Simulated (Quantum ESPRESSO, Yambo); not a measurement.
KBr (rock salt, space group Fm-3m, No. 225) under isotropic strain of +2 % on all lattice vectors has a direct PBEsol gap at Γ (PBEsol (Quantum ESPRESSO, PseudoDojo norm-conserving, 74 Ry, no spin-orbit coupling)). One step of 0.1176 1/Å from Γ towards X, the lowest conduction band rises by 0.1334 eV and the highest valence band falls by 0.0134 eV. Yambo's RPA (10×10×10 mesh) gives ε∞ = 2.35.

**Question.** Estimate the masses, then the Wannier-Mott binding energy and radius of the lowest exciton.

**Answer.** With ΔE = ħ²k²/2m and ħ²/2m0 = 3.810 eV Å²: m_e = 3.810 × 0.1176² / 0.1334 = 0.395 m0, m_h = 3.932 m0, so μ = m_e m_h/(m_e + m_h) = 0.359 m0. E_b = 13.606 eV × μ/ε² = 880 meV and a = 0.529 Å × ε/μ = 3.5 Å. So small a radius, about a bond or two, is outside the model's range. In k space the exciton extends over about 1/a = 0.29 1/Å; the 6×6×6 mesh of the BSE run has steps of 0.27 1/Å. One finite step overestimates masses where bands are non-parabolic, and one direction stands for all. The valence edge is degenerate; only the top band's mass is used. Only electronic screening is counted; in a polar crystal the lattice screens weakly bound excitons too, which can cut the binding several times. Convergence of the RPA response with its 10×10×10 mesh was not tested. Spin-orbit splittings are left out.

Geometry strained from the cell relaxed with PBEsol, atoms relaxed again; primitive cell a = b = c = 4.723 Å, α = β = γ = 60.00°.
